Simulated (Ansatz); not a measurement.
CrCuO₂ (delafossite type, space group R-3m)

```xyz
4
Lattice="1.5064 0.8697 5.7039 -1.5064 0.8697 5.7039 0.0000 -1.7394 5.7039" Properties=species:S:1:pos:R:3 pbc="T T T"
Cu     0.0000     0.0000     0.0000
Cr     0.0000     0.0000     8.5559
O      0.0000     0.0000     1.8556
O      0.0000     0.0000    15.2562
```

Equation-of-state scan: isotropic scaling of the cell above, V₀ being its volume. The atoms relax within the cell's symmetry.

All values below come from PBE (plane waves to 420 eV, PAW, scalar-relativistic; Ansatz, an electronic-structure program). k mesh 13×13×13 (Γ-centred), Fermi-Dirac smearing 0.05 eV. E stands for the smeared free energy. Compression counts positive. CrCuO2 is run spin-polarised and with no Hubbard U. CrCuO2 was relaxed with its symmetry unable to fall. Relaxed CrCuO2 ends ferromagnetic. The magnetic order is the one the run started from; other orders were not tried. The zero of ΔE is the relaxed starting cell.

### Question
What ΔE (eV/atom) and P (GPa) does the calculation give at V/V₀ = 0.940, 0.955, 0.970, 1.015, 1.030, 1.045?

### Answer
| V/V₀ | ΔE (eV/atom) | P (GPa) |
|---|---|---|
| 0.940 | 0.0239 | 12.1 |
| 0.955 | 0.0131 | 8.7 |
| 0.970 | 0.0056 | 5.5 |
| 1.015 | 0.0013 | -2.4 |
| 1.030 | 0.0051 | -4.7 |
| 1.045 | 0.0110 | -6.7 |

(A scan under strain: stresses follow from slopes of the energy per volume, elastic moduli from its curvatures.)
